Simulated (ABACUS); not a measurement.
Worked example: self-consistent single point of Pt (Fm-3m, 4 atoms in the cell; from Materials Project mp-126, changed as shown) in ABACUS.

Level of theory: LDA (PW92), numerical atomic orbitals SZP (confined pseudo-atomic orbitals with Gaussian additions; energy shift 0.01 Ry), PseudoDojo 0.4 standard norm-conserving LDA (tails mended) pseudopotentials (ABACUS).

The change in words: lattice scaled by 1.02. Reference geometry (Fm-3m):
```
CELL_PARAMETERS angstrom
      3.94315     0.00000     0.00000
      0.00000     3.94315     0.00000
      0.00000     0.00000     3.94315
ATOMIC_POSITIONS crystal
  Pt 0.00000 0.00000 0.00000
  Pt 0.00000 0.50000 0.50000
  Pt 0.50000 0.00000 0.50000
  Pt 0.50000 0.50000 0.00000
```

Reference input (self-consistent single point, DFT, LDA (PW92), numerical atomic orbitals SZP (confined pseudo-atomic orbitals with Gaussian additions; energy shift 0.01 Ry), PseudoDojo 0.4 standard norm-conserving LDA (tails mended) pseudopotentials): basis = SZP numerical atomic orbitals, energy shift 0.01 Ry; KPT = Gamma 8 8 8 0 0 0; basis_type = lcao; dft_functional = PWLDA; ecutwfc = 100 Ry; smearing_method = fd; smearing_sigma = 0.00734986 Ry; potentials = PseudoDojo 0.4 standard norm-conserving LDA (tails mended); symmetry = 1; symmetry_prec = 1e-05; ks_solver = genelpa; scf_nmax = 100. This run's input differs from it in these lines:

```diff
@@ -32,5 +32,5 @@
 LATTICE_VECTORS
-   3.9431500000    0.0000000000    0.0000000000
-   0.0000000000    3.9431500000    0.0000000000
-   0.0000000000    0.0000000000    3.9431500000
+   4.0220130000    0.0000000000    0.0000000000
+   0.0000000000    4.0220130000    0.0000000000
+   0.0000000000    0.0000000000    4.0220130000
 
@@ -43,5 +43,5 @@
    0.0000000000    0.0000000000    0.0000000000
-   0.0000000000    1.9715750000    1.9715750000
-   1.9715750000    0.0000000000    1.9715750000
-   1.9715750000    1.9715750000    0.0000000000
+   0.0000000000    2.0110065000    2.0110065000
+   2.0110065000    0.0000000000    2.0110065000
+   2.0110065000    2.0110065000    0.0000000000
 # file: KPT
```

Output (repeated stretches shortened):

```
 SELF-CONSISTENT
 -------------------------------------------

                  longest orb rcut (Bohr) = 6.9
   longest nonlocal projector rcut (Bohr) = 1.94
                     search radius (Bohr) = 17.7

                          real space grid = [ 50, 50, 50 ]
                                 init_chg = atomic

 LCAO ALGORITHM --------------- ION=   1  ELEC=   1--------------------------------

 Density error is 0.0523983535806
 E_KohnSham     -1045.3427554712     -14222.6178374293
 E_Fermi        1.6200970095         22.0425506424

 LCAO ALGORITHM --------------- ION=   1  ELEC=   2--------------------------------

   [... lines left out ...]

   [... 4 blocks of this kind left out ...]

 LCAO ALGORITHM --------------- ION=   1  ELEC=   7--------------------------------

 Density error is 4.41188244366e-07
 E_KohnSham     -1045.3981838578     -14223.3719793173
 E_Fermi        1.5291468552         20.8051103100

 LCAO ALGORITHM --------------- ION=   1  ELEC=   8--------------------------------

 Density error is 5.28242876348e-08
 E_KohnSham     -1045.3981838578     -14223.3719793180
 E_KS(sigma->0) -1045.3890853962     -14223.2481883968
 E_entropy(-TS) -0.0181969233        -0.2475818425
 E_Fermi        1.5291461262         20.8051003907
 charge density convergence is achieved
 final etot is -14223.371979 eV
 EFERMI = 20.805100391 eV

 STATE ENERGY(eV) AND OCCUPATIONS    NSPIN == 1
   [... 43 lines left out ...]

 TOTAL-FORCE (eV/Angstrom)
                       Pt1         0.0000000000         0.0000000000         0.0000000000
                       Pt2         0.0000000000         0.0000000000         0.0000000000
                       Pt3         0.0000000000         0.0000000000         0.0000000000
                       Pt4         0.0000000000         0.0000000000         0.0000000000

 TOTAL-STRESS (KBAR)
      -230.5830127781        -0.0000000000        -0.0000000000
        -0.0000000000      -230.5830127781        -0.0000000000
        -0.0000000000         0.0000000000      -230.5830127781
 TOTAL-PRESSURE: -230.583013 KBAR

 --------------------------------------------
 !FINAL_ETOT_IS -14223.3719793180389388 eV
 --------------------------------------------
```

The run converged in 8 iterations. Against the reference run the free energy rises by 99.5 meV/atom and the pressure goes from -9.58 to -23.06 GPa.

The atom-centred basis is finite, which shifts total energies and pressures against plane waves. A single-zeta basis is rough, for pressures and forces above all. The structure comes from a collection of computed structures, made at another level of theory; the collection holds predicted forms beside known ones. At this pressure the cell is far from its equilibrium volume at this level.

Cost on one core: around 16 core-seconds (rough).

The atomic orbitals were generated for these runs; they are not ABACUS's published sets and were checked against plane waves on a few crystals only.

“Tails mended”: in these copies of the files the far tail of each local potential was reset to the Coulomb form.
